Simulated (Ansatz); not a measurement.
Data sheet: LaGa$_{3}$Pd (DFT)

LaGa₃Pd:
```
LaGa3Pd
1.0
   -2.15314     2.15314     5.30517
    2.15314    -2.15314     5.30517
    2.15314     2.15314    -5.30517
La Ga Pd
1 3 1
Direct
  0.00000   0.00000   0.00000
  0.61880   0.61880   0.00000
  0.38120   0.38120   0.00000
  0.75000   0.25000   0.50000
  0.25000   0.75000   0.50000
```

Space group I-4m2 (No. 119); conventional cell a = b = 4.3063 Å, c = 10.6103 Å, α = β = γ = 90.00°.

Method: DFT-r²SCAN in the program Ansatz with PAW potentials. The cell and atoms are relaxed at this level. Other levels are named where they apply.

### Cell and energy

- Volume per atom: 19.68 Å³
- Density: 7.67 g/cm³
- Formation energy from the elements (no fitted shifts): -0.77 eV/atom

### Electronic structure

Electronic character: metallic (no gap)
Density of states at the Fermi level: 0.37 states/eV per atom (mean over ±0.08 eV)

The workflow started from a Materials Project entry (that database holds measured and hypothetical structures alike); the Crystallography Open Database copy checked does not list it. With Ga and Pd taken as one species the cell has the higher symmetry I4/mmm, so it may be an ordered model of a mixed-site phase. Whether it is the stable phase at ambient conditions was not checked. The cell was relaxed with r²SCAN under the symmetry of its start; whether a distortion lowers the energy is not shown. No spin polarisation was allowed. Axis ratios of metals converge slowly with the k-mesh, so a and c are less sure than the volume. The references are the lowest solids computed at this level, not always the standard phases. Scalar-relativistic: spin–orbit coupling is off unless named, which matters more the heavier the elements.

Potentials: the later of the program's two PAW sets.
